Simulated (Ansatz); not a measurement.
**Ta (P6_3/mmc), axial (c/a) deformation path**

Method: DFT LDA, scalar-relativistic, plane waves, PAW in Ansatz. Settings: plane waves to 420 eV, k-mesh 21×21×10 (Γ-centred), Gaussian smearing 0.15 eV. Spin–orbit coupling is left out, which can shift energies with elements as heavy as these. No spin polarisation. Energies are free energies at this smearing, counted from the undisturbed cell; pressure is positive in compression.

The starting cell (as given, not relaxed at this level; it stands at -11.8 GPa; this form isn't the usual structure):

```
Ta
1.0
     2.90037    0.00000    0.00000
    -1.45019    2.51180    0.00000
     0.00000    0.00000    5.16627
Ta
2
Direct
  0.66667 0.33333 0.75000
  0.33333 0.66667 0.25000
```

At fixed volume and fractional coordinates, lengths along (0.000, 0.000, 1.000) are scaled against those across it; ρ is that ratio over its starting value. The cell is metallic on the mesh throughout. At -12 GPa the given cell is far from its own equilibrium, so these figures belong to a strongly strained crystal.

```tsv
ρ	ΔE (meV/atom)	pressure (GPa)
0.800	155.0	-10.2
0.850	113.9	-11.3
0.920	46.9	-12.0
0.960	15.2	-12.1
1.000	0.0	-11.8
1.050	12.0	-10.8
1.100	57.8	-9.2
1.200	240.8	-4.2
1.300	532.1	4.2
```